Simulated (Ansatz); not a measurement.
SiGe (CsCl type, space group No. 221) under volume change, plane-wave PAW PBEsol (Ansatz code), scaled uniformly.

| V (Å³/atom) | E − E(relaxed) (meV/atom) | P (GPa) |
|---|---|---|
| 14.872 | 42.7 | 10.10 |
| 15.362 | 17.9 | 6.20 |
| 15.852 | 4.2 | 2.85 |
| 16.342 | 0.0 | 0.00 |
| 16.833 | 3.7 | -2.38 |
| 17.323 | (withheld) | (withheld) |
| 17.813 | (withheld) | (withheld) |

Task: Fill in the missing entries.

Result: 
- 17.813, E − E(relaxed) (meV/atom): 29.7
- 17.813, P (GPa): -5.92
- 17.323, E − E(relaxed) (meV/atom): 14.1
- 17.323, P (GPa): -4.29

Task: What does a third-order Birch–Murnaghan fit give for V₀, B₀ and B′?

Result: V₀ = 16.35 Å³/atom, B₀ = 85.1 GPa, B′ = 4.8.

Space group Pm-3m (CsCl type). A made-up cell: these elements were put on the sites of a structure type; neither database checked (COD, Materials Project) lists it. Whether it is the stable phase at ambient conditions was not checked. The PBEsol relaxation kept the symmetry of its start. At this level the phase is mechanically unstable.

Potentials: the earlier of the program's two PAW sets.
